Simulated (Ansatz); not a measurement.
Hf (diamond, Fd-3m), a = b = c = 6.458 Å, α = β = γ = 90.00°; the cell used has 2 atoms.

Relaxed with r²SCAN.

Tabulate the valence density and the electron localisation function along the shortest Hf–Hf contact (2.80 Å), r²SCAN (plane waves, PAW; program Ansatz).



```
distance from Hf (Å)  density (e/Å³)   ELF
--------------------  --------------  ----
0.28                           35.13  0.86
0.42                           18.67  0.84
0.56                            8.20  0.78
0.70                            3.20  0.66
0.84                            1.30  0.48
0.98                            0.68  0.30
1.12                            0.43  0.21
1.26                            0.33  0.22
1.40                            0.30  0.25
1.54                            0.33  0.22
1.68                            0.43  0.21
1.82                            0.68  0.30
1.96                            1.30  0.48
2.10                            3.20  0.66
2.24                            8.20  0.78
2.38                           18.67  0.84
2.52                           35.13  0.86
```

The density is the valence pseudo-density with augmentation charge, so density and ELF within about 1 Å of a nucleus are not all-electron values.

The start of the workflow was typed in or built on a structure type; neither database checked (COD, Materials Project) lists it. It is not the phase usual at ambient conditions (space group No. 194). Symmetry was held in the r²SCAN relaxation; its stability against distortions is not shown here. No spin polarisation was allowed. Spin–orbit coupling is left out wherever it is not named.

Potentials: the earlier of the program's two PAW sets.
